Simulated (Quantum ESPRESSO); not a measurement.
Zr3WMg3Zn, input and log of a self-consistent run

Simulated, not a measurement. The program is pw.x of Quantum ESPRESSO 7.5 (plane-wave density functional theory). The cell is made up: eight metal atoms on a face-centred cubic lattice, with elements, volume, strain and displacements drawn at random and not relaxed, so it may be unstable or far from any real phase. PseudoDojo standard norm-conserving files set the functional (PBE unless stated); there is no spin polarisation or spin-orbit coupling, the Fermi-Dirac width of 0.25 eV means electrons at about 2900 K, and the masses in the input are unused placeholders. Heavy elements are run without spin-orbit coupling, which real alloys of them have. A spin test at this wide smearing found no moment, but such smearing suppresses magnetism that the real alloy may have.

Input:

```
&control calculation='scf', pseudo_dir='./dojo.nc.sr.pbe.v0_5.standard.upf', outdir='./o', disk_io='minimal', tprnfor=.true., tstress=.true. /
&system ibrav=0, nat=8, ntyp=4, nbnd=64, ecutwfc=84.00895049, nosym=.true., tot_charge=0,
 occupations='smearing', smearing='fd', degauss=0.0183746611
/
&electrons conv_thr=1.470e-08, electron_maxstep=70, mixing_beta=0.5 /
ATOMIC_SPECIES
Mg 1.0 Mg.upf
W 1.0 W.upf
Zn 1.0 Zn.upf
Zr 1.0 Zr.upf
CELL_PARAMETERS angstrom
2.2574 4.5148 2.2574
2.2574 -4.5148 2.2574
4.5148 0.0 -4.5148
ATOMIC_POSITIONS angstrom
Zr 0.0116 -0.0935 0.1425
Zr 2.2898 -0.1139 -2.1955
W 2.2928 -2.3224 -0.0023
Mg 4.5331 -2.2845 -2.3597
Zr 2.3935 2.4163 0.0388
Mg 4.6265 2.1717 -2.3156
Zn 2.2193 0.0937 2.22
Mg 4.6439 -0.0234 0.0317
K_POINTS automatic
5 5 4 1 1 1
```

The log is shortened where brackets say so; the opening notice, blank lines, dates and the lines on written files are dropped, and the path of the files is cut. It prints rydbergs, bohrs and kilobars, and counts compression as positive stress. Its total energy is the free energy E - TS of the whole cell.

```
     Program PWSCF v.7.5
     Parallel version (MPI & OpenMP), running on       4 processor cores
     Number of MPI processes:                 4
     Threads/MPI process:                     1
     [start-up lines left out]
     bravais-lattice index     =            0
     lattice parameter (alat)  =      10.4492  a.u.
     unit-cell volume          =    1242.0588 (a.u.)^3
     number of atoms/cell      =            8
     number of atomic types    =            4
     number of electrons       =       100.00
     number of Kohn-Sham states=           64
     kinetic-energy cutoff     =      84.0090  Ry
     charge density cutoff     =     336.0358  Ry
     scf convergence threshold =      1.5E-08
     mixing beta               =       0.5000
     number of iterations used =            8  plain     mixing
     Exchange-correlation= PBE
                           (   1   4   3   4   0   0   0)
     [axes and pseudopotential details left out]
   Cartesian axes
     site n.     atom                  positions (alat units)
         1        Zr     tau(   1) = (   0.0020978  -0.0169094   0.0257710  )
         2        Zr     tau(   2) = (   0.4141078  -0.0205987  -0.3970537  )
         3        W      tau(   3) = (   0.4146503  -0.4200035  -0.0004160  )
         4        Mg     tau(   4) = (   0.8198061  -0.4131493  -0.4267491  )
         5        Zr     tau(   5) = (   0.4328618   0.4369852   0.0070169  )
         6        Mg     tau(   6) = (   0.8366974   0.3927495  -0.4187737  )
         7        Zn     tau(   7) = (   0.4013579   0.0169455   0.4014845  )
         8        Mg     tau(   8) = (   0.8398442  -0.0042319   0.0057329  )
     number of k points=    50  Fermi-Dirac smearing, width (Ry)=  0.0184
                       cart. coord. in units 2pi/alat
        k(    1) = (   0.1990210   0.0000000   0.0459279), wk =   0.0400000
        k(    2) = (   0.3521142   0.0000000  -0.1071652), wk =   0.0400000
     [further k points left out]
     Dense  grid:   129381 G-vectors     FFT dimensions: (  64,  64,  72)
     Estimated max dynamical RAM per process >     416.32 MB
     Estimated total dynamical RAM >       1.53 GB
     Initial potential from superposition of free atoms
     starting charge      99.9899, renormalised to     100.0000
     Starting wfcs are   65 randomized atomic wfcs
     total cpu time spent up to now is        6.7 secs
     per-process dynamical memory:   311.7 Mb
     Self-consistent Calculation
     iteration #  1     ecut=    84.01 Ry     beta= 0.50
     Davidson diagonalization with overlap
     ethr =  1.00E-02,  avg # of iterations =  5.2
     Threshold (ethr) on eigenvalues was too large:
     Diagonalizing with lowered threshold
     Davidson diagonalization with overlap
     ethr =  7.26E-04,  avg # of iterations =  2.3
     total cpu time spent up to now is       38.9 secs
     total energy              =   -1229.43265300 Ry
     estimated scf accuracy    <       0.70437945 Ry
     iteration #  2     ecut=    84.01 Ry     beta= 0.50
     Davidson diagonalization with overlap
     ethr =  7.04E-04,  avg # of iterations =  5.0
     total cpu time spent up to now is       56.6 secs
     total energy              =   -1229.42775440 Ry
     estimated scf accuracy    <       2.23257634 Ry
     iteration #  3     ecut=    84.01 Ry     beta= 0.50
     Davidson diagonalization with overlap
     ethr =  7.04E-04,  avg # of iterations =  2.9
     total cpu time spent up to now is       72.6 secs
     total energy              =   -1229.63675331 Ry
     estimated scf accuracy    <       1.21301788 Ry
     iteration #  4     ecut=    84.01 Ry     beta= 0.50
     Davidson diagonalization with overlap
     ethr =  7.04E-04,  avg # of iterations =  2.0
     total cpu time spent up to now is       87.8 secs
     total energy              =   -1229.73363045 Ry
     estimated scf accuracy    <       0.05042873 Ry
     iteration #  5     ecut=    84.01 Ry     beta= 0.50
     Davidson diagonalization with overlap
     ethr =  5.04E-05,  avg # of iterations =  6.2
     total cpu time spent up to now is      107.2 secs
     total energy              =   -1229.73684156 Ry
     estimated scf accuracy    <       0.08079002 Ry
     [iterations 6 to 10 left out]
     iteration # 11     ecut=    84.01 Ry     beta= 0.50
     Davidson diagonalization with overlap
     ethr =  1.42E-08,  avg # of iterations =  4.3
     total cpu time spent up to now is      198.1 secs
     total energy              =   -1229.74621744 Ry
     estimated scf accuracy    <       0.00000054 Ry
     iteration # 12     ecut=    84.01 Ry     beta= 0.50
     Davidson diagonalization with overlap
     ethr =  5.42E-10,  avg # of iterations =  4.7
     total cpu time spent up to now is      214.9 secs
     total energy              =   -1229.74621755 Ry
     estimated scf accuracy    <       0.00000013 Ry
     iteration # 13     ecut=    84.01 Ry     beta= 0.50
     Davidson diagonalization with overlap
     ethr =  1.26E-10,  avg # of iterations =  2.0
     total cpu time spent up to now is      229.0 secs
     total energy              =   -1229.74621757 Ry
     estimated scf accuracy    <       0.00000003 Ry
     iteration # 14     ecut=    84.01 Ry     beta= 0.50
     Davidson diagonalization with overlap
     ethr =  2.51E-11,  avg # of iterations =  3.8
     total cpu time spent up to now is      244.9 secs
     total energy              =   -1229.74621756 Ry
     estimated scf accuracy    <       0.00000013 Ry
     iteration # 15     ecut=    84.01 Ry     beta= 0.50
     Davidson diagonalization with overlap
     ethr =  2.51E-11,  avg # of iterations =  2.1
     total cpu time spent up to now is      259.5 secs
     End of self-consistent calculation
     [lines on levels left out]
!    total energy              =   -1229.74621757 Ry
     estimated scf accuracy    <          6.4E-09 Ry
     smearing contrib. (-TS)   =      -0.13102105 Ry
     internal energy E=F+TS    =   -1229.61519652 Ry
     The total energy is F=E-TS. E is the sum of the following terms:
     one-electron contribution =    -737.67882320 Ry
     hartree contribution      =     379.94040351 Ry
     xc contribution           =    -185.11032912 Ry
     ewald contribution        =    -686.76644771 Ry
     convergence has been achieved in  15 iterations
     Forces acting on atoms (cartesian axes, Ry/au):
     atom    1 type  4   force =     0.03330585    0.01691743   -0.05047490
     atom    2 type  4   force =    -0.01031483    0.01931167    0.02408009
     atom    3 type  2   force =    -0.00755684    0.00305137    0.00509332
     atom    4 type  1   force =     0.01077612   -0.01217149    0.02047188
     atom    5 type  4   force =    -0.02152092   -0.03210008    0.00833065
     atom    6 type  1   force =    -0.01192616    0.00966661    0.00481242
     atom    7 type  3   force =     0.02367328   -0.00713759   -0.01060174
     atom    8 type  1   force =    -0.01643649    0.00246207   -0.00171171
     Total force =     0.092751     Total SCF correction =     0.000346
     Computing stress (Cartesian axis) and pressure
          total   stress  (Ry/bohr**3)                   (kbar)     P=      -70.60
  -0.00049130   0.00012926  -0.00008619          -72.27       19.01      -12.68
   0.00012926  -0.00048837   0.00006833           19.01      -71.84       10.05
  -0.00008619   0.00006833  -0.00046021          -12.68       10.05      -67.70
     init_run     :      6.39s CPU      6.62s WALL (       1 calls)
     electrons    :    251.01s CPU    252.86s WALL (       1 calls)
     forces       :      1.70s CPU      1.70s WALL (       1 calls)
     stress       :      6.03s CPU      6.03s WALL (       1 calls)
     [timing details left out]
     PWSCF        :   4m25.23s CPU   4m27.33s WALL
     JOB DONE.
```

In other units: free energy -16731.550 eV for the cell, pressure -7.06 GPa, largest force component 1.298 eV/Å in size. The run took 269 s of wall time with four MPI processes on a shared machine (Intel Xeon, 2023 or later, virtual cores), so the time is rough. A rerun of this cell at a higher cutoff and on a denser mesh moved values by no more than 0.002 eV in energy, 0.03 GPa in stress and 0.007 eV/Å in force, and a second program with other atomic files agreed on that cell to 2 % rms in force and 0.5 GPa in pressure.